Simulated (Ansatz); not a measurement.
## Relaxing a structure of Ba

The start is a randomly generated symmetric cell of Ba (space group No. 164). Cell shape, volume and atoms are optimised at zero target pressure with r2SCAN (plane waves to 500 eV, PAW, scalar-relativistic; Ansatz, an electronic-structure program). The first steps use a coarse 6×6×8 k-mesh.

Starting cell:
```
CELL_PARAMETERS angstrom
      6.20592     0.00000     0.00000
     -3.10296     5.37449     0.00000
      0.00000     0.00000     4.34725
ATOMIC_POSITIONS crystal
  Ba 0.66667 0.33333 0.69635
  Ba 0.33333 0.66667 0.30365
```

Question: What is the largest force in the starting geometry, and on which atom (counted from 1)?

Answer: 0.47 eV/Å, on Ba1, Ba2 (atoms numbered as listed).

Question: Does the structure survive the relaxation? Give the final space group.

Answer: The space group goes from P-3m1 (No. 164) to P6₃/mmc (No. 194); the end is hcp (Mg type), with 2 atoms in the primitive cell.

Question: By how much does the energy per atom fall from start to end?

Answer: 0.52 eV/atom.

Question: How does the volume per atom move from start to end?

Answer: -8.7 %, from 72.50 to 66.22 Å³/atom.

Question: Give the final cell and atomic positions.

Answer: 
```cif
data_Ba2
_chemical_formula_sum 'Ba2'
_space_group_name_H-M_alt 'P63/mmc'
_space_group_IT_number 194
_space_group_name_Hall '-P 6c 2c'
_cell_length_a 4.51890
_cell_length_b 4.51890
_cell_length_c 7.48890
_cell_angle_alpha 90.000
_cell_angle_beta 90.000
_cell_angle_gamma 120.000
loop_
_atom_site_label
_atom_site_type_symbol
_atom_site_symmetry_multiplicity
_atom_site_Wyckoff_symbol
_atom_site_fract_x
_atom_site_fract_y
_atom_site_fract_z
_atom_site_occupancy
Ba1 Ba 2 c 0.33333 0.66667 0.25000 1
```

Final values are on a 12×12×6 k-mesh of the relaxed cell. No spin polarisation in the result.

The run could not lose the symmetry of its start.

The relaxed structure has the type that Ba is known to take under pressure; here it was relaxed at zero pressure, from a generated start.
